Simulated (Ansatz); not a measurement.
CdTe (zinc blende)

```yaml
crystal:
  lattice:
    - [0.00000, 3.30902, 3.30902]
    - [3.30902, 0.00000, 3.30902]
    - [3.30902, 3.30902, 0.00000]
  atoms:
    - { symbol: Te, position: [0.75000, 0.75000, 0.75000] }
    - { symbol: Cd, position: [0.00000, 0.00000, 0.00000] }
```

The slice is a {110} plane (indices of the conventional cell) through the point (0.750, 0.750, 0.750) (fractional), spanned by u = [100] and v = [1 -1 -1] in vectors of this cell: u (4.68 Å) and v (6.62 Å, at 90° to u). It covers one period; positions are fractions (u, v).

The numbers are results of PBE (plane waves to 420 eV, PAW, scalar-relativistic; Ansatz, a quantum-chemistry and plane-wave program), not measurements. k mesh 9×9×9. Inside the PAW spheres the values are not all-electron values, and peaks at nuclei hang on which shells count as valence. CdTe was relaxed with its symmetry unable to fall. Spin-orbit coupling is left out, though Te is heavy.

Problem. What is the ELF at the density minimum of the shortest Te–Cd line in this plane (2.87 Å)?

Solution. 0.4.

Problem. The ELF has a maximum in the middle third of the Te–Cd line. Where, and how high?

Solution. 0.67, 1.2 Å from Te.

Problem. What is the valence density on the shortest Te–Cd line in this plane (2.87 Å), at its minimum between the atoms?

Solution. 0.31 e/Å³.

Problem. Sketch the electrostatic potential energy of an electron, from the cell's mean on this plane as a map.

Solution. 
```
|xxxxxxxxxx0044666666556666664400xxxxxxxx|
|xxxxxxxx00114444332211223344441100xxxxxx|
|xxxxxxxx0022330000xxxxxx0011332200xxxxxx|
|xxxx0000223300xxxxxxxxxxxxxx0033220000xx|
|00002233442200xxxxxxxxxxxxxx002244332200|
|555566665511xxxxxxxxxxxxxxxxxx1155666655|
|777777775511xxxxxxxxxxxxxxxxxx1155777777|
|888888775511xxxxxxxxxxxxxxxxxx1155778888|
|99998888663300xxxxxxxxxxxxxx003366888899|
|99999988775511xxxxxxxxxxxxxx115577889999|
|999999888866441100xxxxxx0011446688889999|
|9999999988776655332211223355667788999999|
|9999999999888877666655666677888899999999|
|9999999999998888888877888888889999999999|
|9999999999999999998888889999999999999999|
|9999999999999999999999999999999999999999|
|9999999999999999999999999999999999999999|
|9999999999999999999999999999999999999999|
|9999999999999999999999999999999999999999|
|8899999999999999999999999999999999999999|
|7788888899999999999999999999999999888888|
|5555667788889999999999999999998888776655|
|0000224466888899999999999999888866442200|
|xxxx0000336688999999999999998866330000xx|
|xxxxxxxx00447788999999999988774400xxxxxx|
|xxxxxxxx00116688999999999988661100xxxxxx|
|xxxxxxxxxx0055778888888888775500xxxxxxxx|
|xxxxxxxxxx0044777777777777774400xxxxxxxx|
```
Scale: ten equal steps from -4.00 (start of '0') to 4.74 (end of '9'), in the order '0123456789'. Values: electrostatic potential energy of an electron, from the cell's mean, in eV. The map has 20 points along u (two characters each, u = 0 at the left) and 28 along v (v = 0 in the bottom row). Points within 1 Å of a nucleus are blanked (x), as the pseudised field means little there. Values under -4 eV are set to -4. The zero, the cell's mean, hangs on the PAW cores.
